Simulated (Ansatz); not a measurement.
**A plane-wave run on TiNiO2**

The input, for Ansatz 0.2.0 (plane waves, PAW):

```yaml
crystal:
  lattice:
    - [2.97551188, 0.0, 0.0]
    - [-1.48775544, 2.57686898, 0.0]
    - [0.0, -1.71790898, 5.70404879]
  atoms:
    - { symbol: Ti, position: [0.0, 0.0, 0.0] }
    - { symbol: O, position: [0.10792, 0.21584, 0.32376] }
    - { symbol: O, position: [0.89208, 0.78416, 0.67624] }
    - { symbol: Ni, position: [0.5, 0.0, 0.5] }
  symmetry: { tolerance: 0.0003 }
kpoints:
  mp_grid: { grid: [10, 10, 10], shift: [0, 0, 0] }
  band_path:
    path:
      - [0.0, 0.0, 0.0]
      - [0.0, 0.0, 0.5]
      - [0.63643136, -0.31821568, 0.5]
      - [0.68178432, -0.36356864, 0.18178432]
      - [0.5, 0.0, 0.0]
      - [0.0, 0.0, 0.0]
      - [0.68178432, -0.34089216, 0.0]
      - [0.65910784, -0.34089216, 0.34089216]
      - [0.5, -0.5, 0.5]
      - [0.0, 0.0, 0.0]
    npoints: 6
magnetization:
  spin_polarized: false
scf:
  occupations: { method: fermi_dirac }
  lower_state_search: "off"
  max_iter: 200
hamiltonian:
  pseudopotentials: { kind: paw }
  xc: pbe
basis:
  ecutwfc: 420
  fft_grid_basis: typed
output:
  forces: true
  stress: true
  eigenvalues: true
  bader: true
  populations: true
  elf: true
  write_potential: true
  volumetric_format: npy
  dos:
    e_range: [-12, 8]
    de: 0.05
    projected: { site_lists: { Ni: [Ni], O: [O], Ti: [Ti] } }
checkpoint:
  read: saved_state
```

The run starts from an earlier solution of this cell. 

Parts of the output:

```
SCF iter   1: F=—  Δρ=3.47e-3  dr2=6.51e-3
SCF iter   2: F=—  Δρ=1.21e-3  dr2=9.46e-4
SCF iter   3: F=—  Δρ=3.74e-4  dr2=1.27e-4
SCF iter   4: F=—  Δρ=1.85e-4  dr2=8.63e-6
SCF iter   5: F=—  Δρ=2.68e-5  dr2=4.76e-7
SCF iter   6: F=-9473.5713 eV  Δρ=9.47e-6  dr2=4.60e-8
Free energy (F): -9473.5713 eV
Harris-Foulkes:  -9473.5713 eV  (|F-HF|=2.03e-8)
Internal energy: -9473.4060 eV  (E = F + TS)
E sigma→0 (E₀):  -9473.4887 eV
Entropy (-TS):   -0.1653 eV (-41.313 meV/atom)
Fermi energy:    12.6183 eV
--- Stress (GPa, compression-positive) ---
        8.5462       0.0000       0.0000
        0.0000       8.5462       0.0000
        0.0000       0.0000      17.2146
  P = ⅓ Tr σ = 11.4357 GPa (114.357 kbar)
--- Bader charges: 4 sites ---
  site symbol  charge [e]  shift [e]
     0     Ti      0.9743     0.0031
     1      O     -1.0878     0.0055
     2      O     -1.0878     0.0055
     3     Ni      1.2013     0.0079
```

Origin: a known structure type with other elements, at an estimated volume, so it need not be a known compound. Caveats: no spin polarisation, so a magnetic state may lie lower.
